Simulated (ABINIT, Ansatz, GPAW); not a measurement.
## GaSb3 and the functional, program beside program

Symmetry: Fm-3m, No. 225, cubic system. Conventional cell: a = 7.461 Å, b = 7.461 Å, c = 7.461 Å, α = 90.00°, β = 90.00°, γ = 90.00°. Sb (site symmetry m-3m) is surrounded by 8 Sb at 3.23 Å. Sb (site symmetry -43m) is surrounded by 4 Sb at 3.23 Å and 4 Ga at 3.23 Å. Around Ga (site symmetry m-3m) lie 8 Sb at 3.23 Å.

The cell comes from a database or a generator and needn't be the stable form of this composition.

Kept alike: task band structure; k mesh 6 × 6 × 6; occupations fermi-dirac, width 0.05 eV; no spin polarisation. The mesh is that of the run's cell of 4 atoms. No spin-orbit coupling.

- A: ABINIT; JTH PAW LDA v2.0 (LDA); JTH PAW PBE v2.0 (PBE); PseudoDojo NC SR PBEsol v0.4.1 standard (PBEsol), cutoff 463 to 1088 eV
- B: Ansatz, Ansatz PAW, made for PBE, cutoff 420 eV
- C: GPAW; the program's PAW data sets (release 1.2.1) made for this functional (LDA); GPAW PAW data sets (gpaw-data 1.2.1) (PBE); PAW data sets generated for this functional (PBEsol), cutoff 600 eV

```csv
functional,A: pressure (GPa),B: pressure (GPa),C: pressure (GPa)
LDA,-4.74,-4.49,-4.79
PBE,-0.78,-0.53,-0.86
PBEsol,-3.46,-3.44,-3.76
```

Pressure is positive in compression; plane-wave values hold the error of the finite cutoff, which Ansatz corrects. Values on potentials made for another functional: B at LDA, PBEsol. For a metal such a mesh leaves the last digits unconverged.

How large is the effect of the functional, and do the programs agree on it?

From LDA to PBE the pressure moves by +3.96 in A, +3.96 in B, +3.93 in C (GPa). Row by row the programs differ by 0.30 to 0.33, and over this span the shifts, as printed, agree within about 1 %. Shifts from LDA: PBE +3.96, +3.96, +3.93; PBEsol +1.28, +1.05, +1.03; the programs' shifts differ by up to 0.25.
